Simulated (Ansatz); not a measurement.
All-electron LAPW in Ansatz 0.2.0 under LDA, scalar-relativistic, energies extrapolated to zero smearing. Slabs are 1×1 cells cut from bulk crystals relaxed on PAW files, with atoms then relaxed, 16 to 20 Å of vacuum, a dipole correction, k spacings of 0.16 to 0.26 Å⁻¹ and smearing of 0.02 to 0.1 eV, without spin–orbit coupling or spin polarisation. The bulk type named needn't be the stable one, and no reconstruction is allowed.

```tsv
slab	area (Å²)	γ (J/m²)	Φ (eV)	Δd12 (%)
hcp Ti (10-10), 2 layers	12.99	2.53	4.37	?
hcp Ti (0001), 4 layers	7.11	2.24	4.66	-6.8
hcp Ti (0001), 5 layers	7.10	2.23	4.67	?
```

(1) Give the missing entry: row "hcp Ti (0001), 5 layers", column "Δd12 (%)".

(2) Give the missing entry: row "hcp Ti (10-10), 2 layers", column "Δd12 (%)".

## Answers

(1) -6.6.

(2) -15.7.
